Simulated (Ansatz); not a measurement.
**Compressing ZnGa₃: a fit and a missing row**

ZnGa₃, Pm-3m, a = 4.068 Å. The structure is a Materials Project entry; whether it is the stable form wasn't checked. Ansatz: r2SCAN, PAW, 500 eV, Γ-centred 10×10×10 mesh on 4 atoms, Gaussian smearing 0.10 eV; no spin polarisation. Symmetry fixes shape and atoms, so the cell is only scaled; pressure is positive in compression.

```
V (Å³/atom) P (GPa)
     15.825     4.67
     16.330        ?
     16.835     0.02
     17.340    -1.76
     17.845    -3.23
```

Problem. Take V0 = 16.835 Å³/atom, count pressures from its P0 = 0.02 GPa, fit the third-order Birch–Murnaghan form to the other rows, and predict the missing pressure.

Solution. With the Eulerian strain f = ½[(V0/V)^(2/3) − 1] and y = (P − P0)/[3f(1 + 2f)^(5/2)], the form is the line y = B0 + 1.5 B0 (B0′ − 4) f. Rows (f, y): 0.02105, 66.4; -0.00976, 63.9; -0.01905, 62.7. Means f = -0.002587, y = 64.333; Σ(Δf)² = 0.0008812, ΣΔfΔy = 0.07885; the slope is their ratio. y = 64.56 + 89.48 f GPa, so B0 = 64.6 GPa and B0′ = 4 + 2 × (89.48)/(3 × 64.56) = 4.92. At V = 16.330, f = 0.01026, y = 65.48 and P = 2.14 GPa. The run gave 2.13 GPa, so the fit is 0.01 GPa too high, within twice the rms miss on the fitted rows (0.006 GPa).